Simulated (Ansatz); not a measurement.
ZnS in space group P3m1 (No. 156; Pearson symbol hP16), LDA (plane waves, PAW; program Ansatz), all energies at zero smearing, with the estimated change up to a 700 eV cutoff added, with one set of potentials and settings (totals compare only within such a set). Cell of 16 atoms (8 Zn, 8 S): -32939.516 eV.

| element | reference phase | E (eV/atom) |
|---|---|---|
| Zn | P6_3/mmc, 2 atoms in the cell | -3246.2618 |
| S | Fddd, 32 atoms in the cell | -869.4931 |

Formation energy per atom, worked out: (-32939.516 − 8×(-3246.2618) − 8×(-869.4931))/16 = -0.842 eV/atom (-81 kJ per mol of atoms), at 0 K, without zero-point energy or fitted corrections.

The workflow started from a Materials Project entry (that database holds measured and hypothetical structures alike); the Crystallography Open Database files this formula in space group No. 156, but the cells were not matched. It is not the phase usual at ambient conditions (space group No. 186, 216). The cell was relaxed with LDA under the symmetry of its start; phonons on a q-mesh show no instability. The references are the lowest solids computed at this level, not always the standard phases.

Potentials: the later of the program's two PAW sets.
